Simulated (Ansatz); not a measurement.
Values for one crystal, relaxed and computed with r²SCAN (plane waves, PAW; program Ansatz); other levels are named.

```yaml
volume_per_atom: 7.79 Å³
band_gap: 6.51 eV (direct)
Elastic constants (relaxed ions, GPa): C11 = 452, C12 = 203, C13 = 195, C33 = 766, C44 = 257, C66 = 322
Young's modulus: 546 GPa
Formation energy from the elements (no fitted shifts): -2.85 eV/atom
conduction_band_minimum: at Γ
hill_bulk_and_shear_moduli: 310 and 226 GPa
```

**Question.** Pick the material that matches.
(A) SiC, P6_3mc (Pearson symbol hP16)
(B) NaF, rock salt
(C) CaSe, rock salt
(D) SiO2, rutile

**Answer.** D, SiO2, rutile

Space group P4_2/mnm (rutile). This is a known high-pressure phase of the composition, computed here at zero pressure and temperature. Symmetry was held in the r²SCAN relaxation; whether a distortion lowers the energy is not shown. The volume moved by 38 % from the start of the relaxation. The references are the lowest solids computed at this level, not always the standard phases (solids in place of the gases).

Potentials: the later of the program's two PAW sets.
